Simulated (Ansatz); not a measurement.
**Fe (Im-3m) on spinors, without spin–orbit coupling**

The geometry is a structure as deposited in COD (the entry's cell lengths or inner coordinates differ somewhat from later room-temperature determinations), repeated to hold the magnetic orders, held fixed and not relaxed.

The runs share PBE, 10×10×10 k mesh, Fermi–Dirac smearing of 0.05 eV. PAW means Ansatz 0.2.0 on its default frozen-core files; LAPW is all-electron LAPW in Ansatz 0.2.0. Site moments are integrated in spheres about the atoms, whose radii differ between the methods.

The first input and its command:

```yaml
crystal:
  lattice:
    - [0.0, -2.886, 2.886]
    - [2.886, 0.0, 0.0]
    - [1.443, 1.443, 4.329]
  atoms:
    - { symbol: Fe, position: [0.0, 0.0, 0.0], spin: 2.3, spin_axis: [0.0, 0.0, 1.0] }
    - { symbol: Fe, position: [0.5, 0.5, 0.0], spin: 2.3, spin_axis: [0.0, 0.0, 1.0] }
    - { symbol: Fe, position: [0.75, 0.25, 0.5], spin: 2.3, spin_axis: [0.0, 0.0, 1.0] }
    - { symbol: Fe, position: [0.25, 0.75, 0.5], spin: 2.3, spin_axis: [0.0, 0.0, 1.0] }
magnetization:
  noncollinear: true
kpoints:
  mp_grid: { grid: [10, 10, 10] }
scf:
  occupations: { method: fermi_dirac, width: 0.05 }
  lower_state_search: "off"
hamiltonian:
  xc: pbe
  pseudopotentials: { kind: paw }
output:
  eigenvalues: false
```

Command: `ansatz run input.yaml --threads 2 --pin off --max-ram 6144MiB --backend cpu --events-out ev --progress --plain --runs-dir out`

The input for «start Fe1↑ Fe2↑ Fe3↑ Fe4↓ on spinors» by LAPW differs from it in these lines, output keys apart:

```diff
-    - { symbol: Fe, position: [0.25, 0.75, 0.5], spin: 2.3, spin_axis: [0.0, 0.0, 1.0] }
+    - { symbol: Fe, position: [0.25, 0.75, 0.5], spin: 2.3, spin_axis: [0.0, 0.0, -1.0] }
-  pseudopotentials: { kind: paw }
+  pseudopotentials: { kind: all_electron, lapw: { basis_error: 0.0005 } }
```

The runs use spinors without spin–orbit coupling, and in-plane angles count from x. Energies count from the run that starts parallel.

```json
{"state": "parallel moments on spinors", "ΔF PAW (meV/atom)": "0.0", "ΔF LAPW (meV/atom)": "0.0", "largest moment, PAW (μB)": "2.31", "size of M, PAW (μB/cell)": "9.02", "directions kept": "yes"}
{"state": "in-plane start at Fe1 0°, Fe2 180°, Fe3 90°, Fe4 270°", "ΔF PAW (meV/atom)": "+296.7", "ΔF LAPW (meV/atom)": "+295.9", "largest moment, PAW (μB)": "2.13", "size of M, PAW (μB/cell)": "0.00", "directions kept": "yes"}
{"state": "start Fe1↑ Fe2↑ Fe3↑ Fe4↓ on spinors", "ΔF PAW (meV/atom)": "+193.0", "ΔF LAPW (meV/atom)": "+191.4", "largest moment, PAW (μB)": "2.25", "size of M, PAW (μB/cell)": "4.19", "directions kept": "yes"}
```

For the state «in-plane start at Fe1 0°, Fe2 180°, Fe3 90°, Fe4 270°», by PAW: Site moments (μB): Fe1 (2.13, 0.00, 0.00); Fe2 (-2.13, 0.00, 0.00); Fe3 (0.00, 2.13, 0.00); Fe4 (0.00, -2.13, 0.00). Cell moment 0.00 μB.

The Ansatz runs typed with the search for lower states off end where their start leads. These are results for the start and cell typed. The real compound can order otherwise, in a larger cell, or not at all, since semilocal functionals at zero temperature often overstate magnetism.
